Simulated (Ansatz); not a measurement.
**BeH2O2: checking a database structure before trusting its electric field gradients**

The cell is a computed structure from the Materials Project (it need not be an observed phase).

Space group P2_12_12_1 (No. 19); a = 4.4652, b = 4.6113, c = 6.9585 Å.

```
site  Wyckoff  site symmetry       x       y       z
  Be       4a              1  0.9587  0.1932  0.8730
  H5       4a              1  0.7257  0.5944  0.9226
  H9       4a              1  0.6406  0.9126  0.7142
 O13       4a              1  0.8250  0.6095  0.4451
 O17       4a              1  0.8396  0.8973  0.7734
```

One atom of each set is listed.

The numbers come from a DFT calculation in Ansatz (PBE, plane waves and PAW, scalar-relativistic, 420 eV cutoff, Γ-centred 6×5×4 k-points, Fermi–Dirac smearing 0.02 eV).

(1) Do the atoms and the cell lie near the calculated equilibrium?

## Answers

(1) Nearly. The largest force is 0.29 eV/Å, on atom 5 (H: 1 O at 0.98 Å; also 1 O at 1.81 Å), and the pressure is 3.8 GPa. Relaxing the atoms is still advisable, since electric field gradients respond to shifts of a few hundredths of an ångström.
